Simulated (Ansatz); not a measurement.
Guessed and relaxed cells of HfGa2SeS2

The guess for HfGa2SeS2 was made by a generator: random cell by space group and Wyckoff sites (P-6m2, No. 187). Lengths were set from tabulated atomic sizes, so they are only a guess.

start.cif

```cif
data_structure
_symmetry_space_group_name_H-M 'P-6m2'
_symmetry_Int_Tables_number 187
_cell_length_a 4.8707
_cell_length_b 4.8707
_cell_length_c 6.5292
_cell_angle_alpha 90.000
_cell_angle_beta 90.000
_cell_angle_gamma 120.000
_cell_volume 134.14
loop_
_atom_site_label
_atom_site_type_symbol
_atom_site_symmetry_multiplicity
_atom_site_Wyckoff_symbol
_atom_site_fract_x
_atom_site_fract_y
_atom_site_fract_z
_atom_site_occupancy
Hf1 Hf 1 a 0.00000 0.00000 0.00000 1
Ga1 Ga 1 d 0.33333 0.66667 0.50000 1
Ga2 Ga 1 e 0.66667 0.33333 0.00000 1
Se1 Se 1 c 0.33333 0.66667 0.00000 1
S1 S 2 g 0.00000 0.00000 0.70658 1
```

Theory: DFT PBE, scalar-relativistic, plane waves, PAW in Ansatz 0.2.0. Cutoff 420 eV, Gaussian smearing, Γ-centred meshes. Cell and atoms relax first on a coarse mesh and then on a finer one. In between, the cell is made exact in the group found at 0.06 Å. In metals the finer mesh still leaves noise of several meV/atom or more. The steps can't lower the symmetry of their start. No spin polarisation.

end.cif

```cif
data_structure
_symmetry_space_group_name_H-M 'P-6m2'
_symmetry_Int_Tables_number 187
_cell_length_a 4.9387
_cell_length_b 4.9387
_cell_length_c 7.9519
_cell_angle_alpha 90.000
_cell_angle_beta 90.000
_cell_angle_gamma 120.000
_cell_volume 167.97
loop_
_atom_site_label
_atom_site_type_symbol
_atom_site_symmetry_multiplicity
_atom_site_Wyckoff_symbol
_atom_site_fract_x
_atom_site_fract_y
_atom_site_fract_z
_atom_site_occupancy
Hf1 Hf 1 a 0.00000 0.00000 0.00000 1
Ga1 Ga 1 d 0.33333 0.66667 0.50000 1
Ga2 Ga 1 e 0.66667 0.33333 0.00000 1
Se1 Se 1 c 0.33333 0.66667 0.00000 1
S1 S 2 g 0.00000 0.00000 0.70074 1
```

The symmetry stays P-6m2 (No. 187). The volume per atom grows by 25.2 %, from 22.4 to 28.0 Å³. The shortest distance goes from 1.92 Å (Hf–S) to 2.38 Å (Hf–S). The ratio c/a of the conventional cell changes by a factor of 1.20. The energy falls by about 0.97 eV/atom (the start's value is from the coarse mesh).

```json
{
 "Volume per atom": "27.99 Å³",
 "Density": "4.56 g/cm³",
 "Formation energy": "−0.22 eV/atom",
 "Gap on the 12×12×6 mesh of the 6-atom cell": "0 eV (a metal)"
}
```

The zero of energy is the elements' standard structures at the same level; no fitted shifts are applied. A negative formation energy is needed for stability but isn't enough: competing phases decide.

The last run used Gaussian smearing of 0.10 eV. No dispersion correction is applied, so the spacing and binding between layers, chains or molecules are poorly described. Spin–orbit coupling, which can matter for Hf, is left out. The reference forms of S and Se are held partly by dispersion forces, which this level lacks. Symmetry constrained the relaxation, so the result can be a saddle point. In all, the 3 runs took 2.6 min on 1 thread of AMD EPYC 9R45 96-Core Processor (Zen 5), on a shared host.
